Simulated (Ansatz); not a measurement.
**Ru: zone-centre modes under pressure**

Ru, P6_3/mmc, a = 2.676 Å, c = 4.226 Å. Ansatz: LDA, PAW, 420 eV, Γ-centred 18×18×10 mesh on 2 atoms, Fermi-Dirac smearing 0.15 eV; no spin polarisation. Cell and atoms are relaxed at each pressure with the symmetry kept; optical modes at Γ by linear response, in cm⁻¹, matched by rank (the highest 2 distinct ones).

```
P (GPa) V (Å³/atom)     ω1     ω2
      0       13.103  203.6  268.7
      5       12.930  207.6  278.7
     11       12.738  212.2  289.9
     22       12.423      ?      ?
```

Problem. Get each mode's Grüneisen parameter γ = −d ln ω/d ln V from the other rows and predict the missing frequencies.

Solution. ln(V/V0) = 0.0000, -0.0133, -0.0283, -0.0533; a line through ln(ω/ω0) of the 3 known rows gives ω1: γ = 1.462, predicted 220.1, computed 219.9; ω2: γ = 2.682 (intercept 0.0003), predicted 310.1, computed 308.8. The worst miss is 0.4 %, or 3 % of the shift under pressure, so a constant γ serves at that level. In a metal these frequencies hang on the mesh and smearing.

Cost: 4 runs of about 3.9 core-minutes in all, on Arm Neoverse V2 (shared hosts).